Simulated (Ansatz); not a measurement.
# Wurtzite alloy of GaAs and AlAs (12 of 48 Ga sites exchanged), 96 atoms

Ansatz, PAW, plane waves. PBEsol relaxation of cell lengths and atoms (angles held) at the single k point (¼, ¼, ¼) without its symmetry partners; single points on the relaxed atoms at the single k point (¼, ¼, ¼) without its symmetry partners, onto which points of the small cell's zone fold. Arrangement: clustered. No spin–orbit coupling unless named.

Relaxed structure:

```xyz
96
Lattice="11.9619 0.0000 0.0000 0.0000 13.8345 0.0000 0.0000 0.0000 13.1598" Properties=species:S:1:pos:R:3 pbc="T T T"
Ga    0.0023    2.2990    0.0020
Ga    3.9948    2.3006    0.0054
Ga    3.9946    2.3012    6.5916
Ga    2.0002    5.7601   13.1562
Ga    2.0047    5.7576    6.5900
Ga    0.0054    9.2158    0.0005
Ga    7.9758    2.2975    0.0028
Ga    7.9717    2.2972    6.5850
Ga    5.9891    5.7573    0.0075
Ga    5.9862    5.7533    6.5870
Ga    3.9952    9.2182    0.0093
Ga    3.9998    9.2111    6.5879
Ga    2.0018   12.6750    0.0009
Ga    9.9706    5.7590   13.1592
Ga    7.9746    9.2190    0.0089
Ga    7.9754    9.2169    6.5883
Ga    5.9861   12.6736    0.0092
Ga    5.9852   12.6689    6.5789
Ga    9.9717   12.6771    0.0039
Ga    1.9838    1.1516    9.8813
Ga   11.9545    4.6105    9.8781
Ga    5.9799    1.1571    3.2955
Ga    5.9750    1.1521    9.8750
Ga    3.9809    4.6104    9.8736
Ga    1.9895    8.0712    9.8752
Ga   11.9547   11.5266    9.8824
Ga    9.9633    1.1494    9.8721
Ga    7.9682    4.6105    3.2896
Ga    7.9678    4.6116    9.8758
Ga    5.9812    8.0764    3.2975
Ga    5.9775    8.0711    9.8794
Ga    3.9894   11.5302    3.2952
Ga    3.9830   11.5304    9.8774
Ga    9.9626    8.0672    9.8790
Ga    7.9639   11.5297    3.2949
Ga    7.9661   11.5313    9.8778
Al    0.0085    2.3054    6.5785
Al    0.0084    9.2159    6.5847
Al    2.0012   12.6769    6.5844
Al    9.9734    5.7575    6.5801
Al    9.9782   12.6760    6.5791
Al    1.9984    1.1486    3.2881
Al   11.9612    4.6111    3.2814
Al    3.9876    4.6129    3.2905
Al    1.9933    8.0692    3.2911
Al   11.9597   11.5236    3.2832
Al    9.9637    1.1519    3.2890
Al    9.9618    8.0660    3.2914
As    0.0020    2.3024    2.4604
As   11.9611    2.3073    9.0434
As    3.9919    2.3076    2.4632
As    3.9852    2.3039    9.0501
As    1.9965    5.7662    2.4554
As    1.9910    5.7638    9.0489
As   11.9590    9.2179    2.4586
As   11.9604    9.2229    9.0484
As    7.9719    2.3075    2.4623
As    7.9731    2.3054    9.0459
As    5.9834    5.7717    2.4668
As    5.9799    5.7660    9.0474
As    3.9908    9.2270    2.4677
As    3.9888    9.2237    9.0484
As    1.9969   12.6782    2.4591
As    1.9909   12.6811    9.0486
As    9.9628    5.7610    2.4587
As    9.9656    5.7635    9.0456
As    7.9718    9.2271    2.4672
As    7.9739    9.2252    9.0489
As    5.9818   12.6874    2.4690
As    5.9781   12.6818    9.0417
As    9.9630   12.6794    2.4625
As    9.9662   12.6771    9.0438
As    2.0020    1.1460    5.7509
As    1.9952    1.1471   12.3391
As    0.0075    4.6088    5.7463
As    0.0005    4.6040   12.3367
As    5.9790    1.1422    5.7575
As    5.9806    1.1415   12.3360
As    3.9908    4.6040    5.7575
As    3.9907    4.6038   12.3341
As    2.0006    8.0590    5.7552
As    1.9973    8.0648   12.3353
As    0.0086   11.5196    5.7460
As   11.9613   11.5226   12.3392
As    9.9676    1.1493    5.7520
As    9.9662    1.1452   12.3326
As    7.9741    4.5991    5.7522
As    7.9738    4.6013   12.3355
As    5.9842    8.0577    5.7590
As    5.9808    8.0606   12.3394
As    3.9909   11.5145    5.7557
As    3.9906   11.5197   12.3370
As    9.9677    8.0643    5.7554
As    9.9641    8.0656   12.3377
As    7.9774   11.5190    5.7556
As    7.9737   11.5213   12.3380
```

(1) What are the mean bond lengths by pair (pairs within 1.2 times the sum of covalent radii, less contacts 15 % beyond the pair's median; cation–cation pairs of compounds aside; long ionic contacts are cut short by that bound)?

(2) What gap lies between the top filled and the lowest empty level in the single points?

Answers

(1) Al–As 2.454 ± 0.006 Å (standard deviation, 48 bonds); As–Ga 2.451 ± 0.006 Å (standard deviation, 144 bonds).

(2) HSE06 2.14 eV (2.4 min on NVIDIA GB300). Away from Γ this isn't the crystal's band gap.
